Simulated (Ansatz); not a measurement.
This cell of TiB₂ (AlB2 type, space group P6/mmm) is off equilibrium:

```xyz
3
Lattice="3.0320 0.0000 0.0000 -1.5160 2.6258 0.0000 0.0000 0.0000 3.2243" Properties=species:S:1:pos:R:3 pbc="T T T"
Ti     0.0000     0.0000     0.0000
B      0.0000     1.7505     1.6122
B      1.9560     0.8753     1.6122
```

Method: PBE (plane waves to 420 eV, PAW, scalar-relativistic; Ansatz, a quantum-chemistry and plane-wave program). k mesh 14×14×12 (Γ-centred), Fermi-Dirac smearing 0.05 eV. Energies are smeared free energies. Compression counts positive. With partly filled bands, energies and forces of such displacements shift with the k mesh and the smearing. TiB2 is run without spin polarisation. TiB2 was relaxed with its symmetry unable to fall.

Q: Predict the force on every atom, in eV/Å.

A: 
```
atom       Fx      Fy     Fz
----  -------  ------  -----
Ti1     2.927  -0.802  0.000
B2      7.470   5.318  0.000
B3    -10.396  -4.516  0.000
```

Q: Give the stress tensor in GPa and the pressure.

A: 
```
   47.9     21.8      0.0
   21.8     21.5      0.0
    0.0      0.0      9.9
```
The pressure, a third of the trace, is 26.4 GPa.

Q: In it atom 3 sits (0.440, 0.000, 0.000) Å away from its relaxed site. What is its energy relative to the relaxed cell?

A: 2071 meV/cell.

(A displaced cell: forces are minus the slopes of the energy, force constants its curvatures, and phonons follow from these.)
